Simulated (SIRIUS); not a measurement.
Input and output of a self-consistent single point for SnF3 (Fm-3m, 8 atoms in the cell; from Materials Project mp-8289) (SIRIUS).

Level of theory: PBEsol, PseudoDojo 0.4 standard norm-conserving PBEsol (tails mended) pseudopotentials (plane waves; SIRIUS).

```
SnF3
1.0
    0.00000     4.34898     4.34898
    4.34898     0.00000     4.34898
    4.34898     4.34898     0.00000
Sn F
2 6
Direct
  0.50000   0.50000   0.50000
  0.00000   0.00000   0.00000
  0.72819   0.27181   0.72819
  0.27181   0.72819   0.27181
  0.72819   0.27181   0.27181
  0.27181   0.72819   0.72819
  0.72819   0.72819   0.27181
  0.27181   0.27181   0.72819
```

Reference input (self-consistent single point, DFT, PBEsol, plane waves, PseudoDojo 0.4 standard norm-conserving PBEsol (tails mended) pseudopotentials): parameters.ngridk = 4 4 4; parameters.xc_functionals = [XC_GGA_X_PBE_SOL, XC_GGA_C_PBE_SOL]; parameters.gk_cutoff = 9.165 1/bohr; parameters.pw_cutoff = 18.331 1/bohr; parameters.smearing = gaussian; parameters.smearing_width = 0.0001 Ha; potentials = PseudoDojo 0.4 standard norm-conserving PBEsol (tails mended) pseudopotentials; parameters.electronic_structure_method = pseudopotential; parameters.num_bands = 42; parameters.num_mag_dims = 0; parameters.num_dft_iter = 100; parameters.energy_tol = 1e-07 Ha. This run's input differs from it in these lines:

```diff
@@ -14,4 +14,4 @@
     "xc_functionals": ["XC_GGA_X_PBE_SOL", "XC_GGA_C_PBE_SOL"],
-    "gk_cutoff": 9.165,
-    "pw_cutoff": 18.331,
+    "gk_cutoff": 5.797,
+    "pw_cutoff": 11.594,
     "ngridk": [4, 4, 4],
```

The program printed (abridged):

```
[find] density tolerance         : 1e-06
[find] total energy tolerance    : 1e-07
[find] iter_solver_tol (initial) : 0.01
[find] iter_solver_tol (target)  : 1e-13
[find] num_dft_iter              : 100
Charges and magnetic moments
--------------------------------------------------------------------------------
total charge          : 70.000000
[find] | SCF iteration   0 out of 100|
[diagonalize] iterative solver tolerance (occupied, empty): 0.01 0.01
[diagonalize] average number of iterations: 2.625
Warning in function "xc_rg_nonmagnetic" at src/potential/xc.cpp:62
Interstitial charge density has negative values
   [... lines left out ...]

[find] Charges and magnetic moments
[find] total charge          : 70.000000
[find] Energy
[find] smearing (-TS)                 :       0.00000000
[find] Total energy                   :    -300.51602734 (Ha),    -601.03205469 (Ry)
[find] Free energy (E-TS)             :    -300.51602734 (Ha),    -601.03205469 (Ry)
[find] band gap (eV)                  :       2.43164630
[find] Efermi                         :       0.10731232
[find] iteration : 14, RMS (target) : 6.3986e-07 (1.0000e-06) , energy difference (target) : -7.2419e-11 (1.0000e-07)
[find] bands are converged : true
[find] iterative solver converged : false
[find] converged after 15 SCF iterations!
[find] Charges and magnetic moments
[find] total charge          : 70.000000
[find] Energy
[find] smearing (-TS)                 :       0.00000000
[find] Total energy                   :    -300.51602734 (Ha),    -601.03205469 (Ry)
[find] Free energy (E-TS)             :    -300.51602734 (Ha),    -601.03205469 (Ry)
[find] band gap (eV)                  :       2.43164630
[find] Efermi                         :       0.10731232
[ground_state] === stress tensor components [kbar] ===
[ground_state] === stress_total ===
[ground_state]  3386.817277   -0.000000    0.000000
[ground_state]    -0.000000 3386.817277    0.000000
[ground_state]     0.000000    0.000000 3386.817277
[ground_state] ==== total Forces in Ha/bohr =====
   [... lines left out ...]
[ground_state] atom:    3, force:       0.0000000     -0.0242329     -0.0000000
[ground_state] atom:    4, force:      -0.0242329     -0.0000000      0.0000000
[ground_state] atom:    5, force:       0.0242329      0.0000000     -0.0000000
[ground_state] atom:    6, force:       0.0000000     -0.0000000      0.0242329
[ground_state] atom:    7, force:      -0.0000000      0.0000000     -0.0242329
```

The run converged in 15 iterations. SIRIUS prints the stress tensor with tension positive. Against the reference run the free energy rises by 14.8 eV/atom, the pressure goes from 0.04 to -338.7 GPa, the largest force goes from 0.105 to 1.246 eV/Å and the gap on the mesh goes from 2.827 to 2.432 eV.

Forces above 1 eV/Å remain at this geometry. This run is one point of a test of settings, so its values need not be converged; read them against the reference run alone. The structure comes from a collection of computed structures, made at another level of theory; the collection holds predicted forms beside known ones.

Cost on one core: very roughly 27 core-seconds.

The gap that the log prints is read on the run's mesh, which can miss the band edges or a crossing.

At a cut-down plane-wave cutoff the stress holds a Pulay term: a spurious tension from the incomplete basis, which lowers the pressure; energies, forces and gaps of such rows are unconverged too.

“Tails mended”: in these copies of the files the far tail of each local potential was reset to the Coulomb form.
